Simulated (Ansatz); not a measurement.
# Two states of CuWAuO

```yaml
crystal:
  lattice:
    - [3.86148, 0.00000, 0.00000]
    - [0.00000, 3.86148, 0.00000]
    - [0.00000, 0.00000, 8.73454]
  atoms:
    - { symbol: Cu, position: [0.75000, 0.25000, 0.50000] }
    - { symbol: Cu, position: [0.25000, 0.75000, 0.50000] }
    - { symbol: W, position: [0.25000, 0.25000, 0.34420] }
    - { symbol: W, position: [0.75000, 0.75000, 0.65580] }
    - { symbol: Au, position: [0.25000, 0.75000, 0.00000] }
    - { symbol: Au, position: [0.75000, 0.25000, 0.00000] }
    - { symbol: O, position: [0.25000, 0.25000, 0.92560] }
    - { symbol: O, position: [0.75000, 0.75000, 0.07440] }
```

Method: PBE, with U_eff = 5.74 eV on Cu d, U_eff = 0.83 eV on W d (all-electron-ortho-atomic projectors); PAW, plane waves to 420 eV, 5×5×2 (shifted by 0.5, 0.5, 0 steps) mesh, cold occupations (width 0.0167 eV) (Ansatz 0.2.0), atoms fixed.

State A: W3 up, W4 up (collinear spin). State B: W3 down, W4 up (collinear spin).

Which state is lower, and how do they differ?

State B is lower by 29.0 meV an atom at zero smearing.

```tsv
state	free energy (meV/atom)	largest moment in a small sphere (μB)	net moment (μB/cell)	gap on mesh (eV)	pressure (GPa)	largest force (eV/Å)
A	29.0	0.49	1.66	metal	29.1	3.35
B	0.0	1.42	0.00	metal	31.8	3.84
```

Origin: a known structure type with other elements, at an estimated volume, so it need not be a known compound. Caveats: the k mesh is coarse if the cell is a metal; atoms or cell far from equilibrium.
